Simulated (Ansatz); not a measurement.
Ionic part of the dielectric constant of PbF$_{2}$ at 5 GPa, mode by mode

The calculation used Ansatz 0.2.0, DFT PBE+D3(BJ), scalar-relativistic, plane waves, PAW. Cutoff 420 eV, 8×8×8 k-points (Γ-centred), fixed occupations. No spin polarisation. Phonons by linear response, acoustic sum rule imposed.

The structure is cubic, space group Fm-3m (No. 225). Conventional cell: a = 5.842 Å, b = 5.842 Å, c = 5.842 Å, α = 90.00°, β = 90.00°, γ = 90.00°. Pb (site symmetry m-3m) is surrounded by 8 F at 2.53 Å. F (site symmetry -43m) is surrounded by 4 Pb at 2.53 Å.

Spin–orbit coupling is left out, which matters for heavy elements. Other phases may be more stable at this pressure.

The primitive cell has V = 49.83 Å³ and ε∞,yy = 3.377. Each polar mode adds Δε = (4.92064×10⁷/V)·S/ν² along y, with S its oscillator strength in e²/amu, ν in cm⁻¹ and V in Å³.

Q: From these modes, find each Δε and ε0,yy.
```
ν (cm⁻¹) S_yy (e²/amu)
   140.8         0.3262
```

A:
```tsv
ν (cm⁻¹)	Δε
140.8	16.24
```

The sum is 16.239, so ε0,yy = 19.62; the run's tensor has 19.62.

Q: Where do the longitudinal modes lie for a wave vector along y?

A: At 339 cm⁻¹. The Lyddane–Sachs–Teller product Π(ν_LO/ν_TO)² = 5.81 matches ε0/ε∞ = 5.81.

Cost: 1 run of about 1.4 core-minutes, on Arm Neoverse N1 (shared hosts).